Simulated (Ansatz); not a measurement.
**Ni (hcp): energy against volume**

Level of theory: DFT, r2SCAN, plane waves (500 eV) with PAW, scalar-relativistic (Ansatz). The PAW files were generated under PBE, with cores re-solved for the functional.

The cell is scaled uniformly from the relaxed one, with fractional coordinates and shape fixed. Energies are extrapolated to zero smearing, pressures are those at the given smearing. Magnetic state: ferromagnetic.

A Birch-Murnaghan fit gives V₀ = 10.54 Å³/atom, B₀ = 216 GPa, B₀′ = 5.0.

Question: What are the energy above the minimum and the pressure at 9.693 Å³/atom?

Answer: 54.3 meV/atom and 22.33 GPa as computed.

Question: What are the energy above the minimum and the pressure at 10.114 Å³/atom?

Answer: 12.6 meV/atom and 9.84 GPa as computed.

Question: What are the energy above the minimum and the pressure at 11.800 Å³/atom?

Answer: 80.7 meV/atom and -18.34 GPa as computed.
